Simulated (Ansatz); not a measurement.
Total density of states per atom from the program Ansatz at the r²SCAN level (PAW), in 0.25 eV bins, energy from the valence-band maximum:

```
E (eV) | states/eV/atom
    -7.85 |  0.00
    -7.60 |  0.00
    -7.35 |  0.00
    -7.10 |  0.00
    -6.85 |  0.00
    -6.60 |  0.00
    -6.35 |  0.00
    -6.10 |  0.00
    -5.85 |  0.00
    -5.60 |  0.00
    -5.35 |  0.00
    -5.10 | # 0.08
    -4.85 | ####### 0.39
    -4.60 | ####### 0.43
    -4.35 | ####### 0.39
    -4.10 | ############ 0.70
    -3.85 | ################## 1.04
    -3.60 | ################# 0.99
    -3.35 | ################# 0.98
    -3.10 | #################### 1.13
    -2.85 | ################### 1.11
    -2.60 | ################# 0.97
    -2.35 | ################ 0.91
    -2.10 | ############# 0.77
    -1.85 | ############## 0.82
    -1.60 | ############ 0.71
    -1.35 | ##################### 1.20
    -1.10 | #################### 1.14
    -0.85 | ########################## 1.51
    -0.60 | ############################## 1.74
    -0.35 | ####################### 1.31
    -0.10 | ############### 0.88
     0.15 |  0.00
     0.40 |  0.00
     0.65 |  0.00
     0.90 |  0.00
     1.15 |  0.00
     1.40 |  0.00
     1.65 |  0.00
     1.90 |  0.00
     2.15 |  0.00
     2.40 |  0.00
     2.65 |  0.00
     2.90 |  0.00
     3.15 |  0.00
     3.40 |  0.00
     3.65 |  0.00
     3.90 |  0.00
     4.15 |  0.00
     4.40 |  0.00
     4.65 |  0.00
     4.90 |  0.00
     5.15 |  0.00
     5.40 |  0.00
     5.65 |  0.00
     5.90 |  0.00
     6.15 |  0.01
     6.40 | # 0.06
     6.65 | ## 0.14
     6.90 | ### 0.19
     7.15 | ###### 0.37
     7.40 | ####### 0.38
     7.65 | ####### 0.43
     7.90 |  0.01
     8.15 | # 0.04
     8.40 | ######### 0.52
     8.65 | ############## 0.79
     8.90 | ############# 0.73
     9.15 | ########## 0.60
     9.40 | ####### 0.40
     9.65 | ###### 0.33
     9.90 | ###### 0.35
    10.15 | ###### 0.36
    10.40 | ######## 0.46
    10.65 | ######### 0.53
    10.90 | ######### 0.50
```

Task: Which of these materials gives this?
A. HfF4, C2/c (Pearson symbol mS60)
B. HfN, rock salt
C. BaCuSF, P4/nmm (Ba on 2c, Cu on 2b, S on 2c, F on 2a)
D. CaF2, fluorite

Result: A, HfF4, C2/c (Pearson symbol mS60). Top 1 eV of the valence band: F 2p 99 %. Bottom 1 eV of the conduction band: Hf 5d 86 %, F 2p 9 %. Projections are on Löwdin-orthogonalised atomic valence shells; empty p or d shells of many metals are not among them.

The workflow started from a Materials Project entry (that database holds measured and hypothetical structures alike); the Crystallography Open Database files this formula in space group No. 15, but the cells were not matched. Its standing as an ambient phase is unchecked. The r²SCAN relaxation kept the symmetry of its start; its stability against distortions is not shown here. No spin polarisation was allowed. Scalar-relativistic: spin–orbit coupling is off unless named, which matters more the heavier the elements.

Potentials: the earlier of the program's two PAW sets. The files were generated under PBE; for other functionals the program regenerates the frozen cores, and for LDA and PBEsol the local potential too.
